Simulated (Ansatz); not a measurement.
# Electric field gradients in CrFeTeO6

The cell is a Materials Project structure (computed, not necessarily an observed phase).

```
CELL_PARAMETERS angstrom
4.57635 0.00000 0.00000
0.00000 4.57635 0.00000
0.00000 0.00000 9.12641
ATOMIC_POSITIONS crystal
Cr 0.50000 0.50000 0.16548
Cr 0.00000 0.00000 0.66548
Fe 0.50000 0.50000 0.83365
Fe 0.00000 0.00000 0.33365
Te 0.50000 0.50000 0.49990
Te 0.00000 0.00000 0.99990
O 0.19623 0.80376 0.49781
O 0.80376 0.19623 0.49781
O 0.30377 0.30377 0.99781
O 0.69624 0.69624 0.99781
O 0.18983 0.81017 0.16648
O 0.81017 0.18983 0.16648
O 0.31017 0.31017 0.66648
O 0.68983 0.68983 0.66648
O 0.80343 0.19657 0.83619
O 0.19657 0.80343 0.83619
O 0.69657 0.69657 0.33619
O 0.30343 0.30343 0.33619
```

Atom numbers follow the list; atoms alike are taken as one site, whose name carries the number of the first.

Computed with Ansatz: DFT, PBE, plane waves and PAW, scalar-relativistic, collinear spin, 420 eV cutoff, Γ-centred 5×5×3 k-points, Fermi–Dirac smearing 0.02 eV. Start moments as typed (μB): 3 on each Cr, 5 on each Fe, none on the rest. The program fits them to the shells of the files, so those used differ somewhat.

C_Q = eQV_zz/h, which is 24.18 MHz for Q = 1 b and V_zz = 10²¹ V/m²; η = (V_xx − V_yy)/V_zz. Directions are in the Cartesian axes of the cell vectors above, for the atom listed; none is given where the gradient is under 0.02 or η is above 0.95.

| site | first atom | first shell | V_zz (10²¹ V/m²) | η | direction of V_zz (x, y, z) |
| --- | --- | --- | --- | --- | --- |
| Cr | 1 | 6 O at 1.99–2.01 Å | 1.08 | 0.27 | 0.71 0.71 0.00 |
| Fe | 3 | 6 O at 1.96 Å | 2.71 | 0.40 | 0.71 0.71 0.00 |
| Te | 5 | 6 O at 1.95–1.97 Å | -2.50 | 0.42 | 0.00 0.00 1.00 |
| O7 | 7 | 1 Fe at 1.96 Å, 1 Te at 1.97 Å, 1 Cr at 1.99 Å | 11.13 | 0.78 | 0.71 -0.71 -0.02 |
| O11 | 11 | 1 Te at 1.95 Å, 1 Fe at 1.96 Å, 1 Cr at 2.01 Å | 10.35 | 0.92 | 0.41 -0.41 0.81 |
| O15 | 15 | 1 Te at 1.96 Å, 1 Fe at 1.96 Å, 1 Cr at 2.01 Å | 10.74 | 1.00 | – |

At this cell the PBE pressure is 5 GPa, so with PBE the cell would grow if it were relaxed. The entry's cell may itself be off. The largest force is 1.5 eV/Å, so the atoms aren't at the calculated equilibrium and relaxing them would move these values. The moments were started parallel, and the run ended with some of them reversed. Without spin–orbit coupling the gradients at and beside Te can be off by some per cent, at some sites by more. With these PAW files V_zz is typically within 2 to 3 % of all-electron values, but misses above 10 % occur on Fe. With a gap of 0.2 eV on this mesh, the gradients can still move by some per cent as the k-mesh gets denser. The magnetic order is the one that the run reached from its start moments, not necessarily the measured one. Where η is near 1 the sign of V_zz means little.

The run took 10 min of wall time (19 min of CPU time) and 1.7 GiB at its peak, on 2 threads of Intel Xeon Processor @ 2.50GHz (Skylake/Cascade Lake) (x86_64; 62 cores open to the job, memory cap 5.0 GiB, no GPU), a shared host with a load of 0.9 a core.
